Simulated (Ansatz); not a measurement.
PbAu2:
Space group Fd-3m, origin choice 1 (No. 227); a = b = c = 7.9544 Å, α = β = γ = 90.00°

```json
[
 {"atom": "Pb", "site": "8b", "symmetry": "-43m", "x": "0.5000", "y": "0.5000", "z": "0.5000"},
 {"atom": "Au", "site": "16c", "symmetry": ".-3m", "x": "0.1250", "y": "0.1250", "z": "0.1250"}
]
```
(The calculation used a cell of 6 atoms; values per cell refer to that cell.)

Relaxed with PBEsol.

Question: Which orbitals make up the states near the Fermi level in PBEsol (plane waves, PAW; program Ansatz)?

Answer: Within 0.5 eV of the Fermi level: Pb 6p 46 %, Au 5d 21 %, Au 6s 18 %, Pb 6s 7 %, outside the projected shells 8 %. Projections are on Löwdin-orthogonalised atomic valence shells; empty p or d shells of many metals are not among them.

Question: Tabulate the density of states.

Answer: States/eV per cell of 6 atoms, in 0.25 eV bins, energy from the Fermi level.

```
E (eV)  total  Au 5d  Pb 6p  Au 6s
------  -----  -----  -----  -----
-7.85    0.79   0.16   0.09   0.03
-7.60    1.07   0.50   0.06   0.11
-7.35    2.37   1.35   0.07   0.46
-7.10    3.83   1.70   0.34   1.30
-6.85    1.39   0.53   0.16   0.55
-6.60    0.51   0.20   0.05   0.19
-6.35    0.46   0.20   0.05   0.19
-6.10    2.81   1.81   0.17   0.76
-5.85    6.57   5.13   0.31   1.06
-5.60    7.44   6.37   0.44   0.56
-5.35   10.07   8.54   0.94   0.47
-5.10   13.92  11.67   1.40   0.65
-4.85   10.90   9.29   1.07   0.36
-4.60    7.71   6.67   0.68   0.19
-4.35   10.85   9.41   0.69   0.42
-4.10    8.96   7.62   0.48   0.40
-3.85    8.68   7.55   0.46   0.41
-3.60   11.90  10.62   0.43   0.45
-3.35   12.03  10.65   0.34   0.32
-3.10   17.49  16.23   0.27   0.55
-2.85   15.01  13.80   0.14   0.55
-2.60    9.40   8.16   0.13   0.53
-2.35    4.02   3.23   0.14   0.43
-2.10    3.72   2.75   0.17   0.57
-1.85    2.82   2.12   0.16   0.38
-1.60    2.04   1.63   0.11   0.20
-1.35    0.78   0.54   0.04   0.13
-1.10    0.26   0.09   0.05   0.07
-0.85    5.28   2.30   2.50   0.19
-0.60    6.34   2.23   3.04   0.51
-0.35    3.30   0.85   1.50   0.52
-0.10    1.28   0.24   0.47   0.34
0.15     1.35   0.21   0.62   0.26
0.40     2.15   0.29   1.13   0.37
0.65     2.09   0.24   1.09   0.39
0.90     1.76   0.18   0.92   0.32
1.15     1.29   0.14   0.66   0.24
1.40     1.32   0.18   0.67   0.26
1.65     1.70   0.22   0.87   0.35
1.90     2.13   0.24   1.09   0.43
2.15     2.27   0.22   1.13   0.47
2.40     1.68   0.14   0.78   0.40
2.65     2.42   0.22   0.91   0.84
2.90     2.27   0.21   0.69   0.87
3.15     2.88   0.22   1.01   1.03
3.40     2.89   0.20   1.09   0.99
3.65     2.82   0.16   1.16   0.88
3.90     2.99   0.15   1.29   0.89
4.15     3.49   0.16   1.52   1.10
4.40     3.45   0.14   1.54   1.06
4.65     4.52   0.16   2.43   1.08
```

The first step of the workflow began from a Materials Project structure, measured or hypothetical; the Crystallography Open Database files this formula in space group No. 227, but the cells were not matched. Its standing as an ambient phase is unchecked. The PBEsol relaxation kept the symmetry of its start; phonons show weakly imaginary modes. Spin–orbit coupling is left out wherever it is not named.

Potentials: the later of the program's two PAW sets.
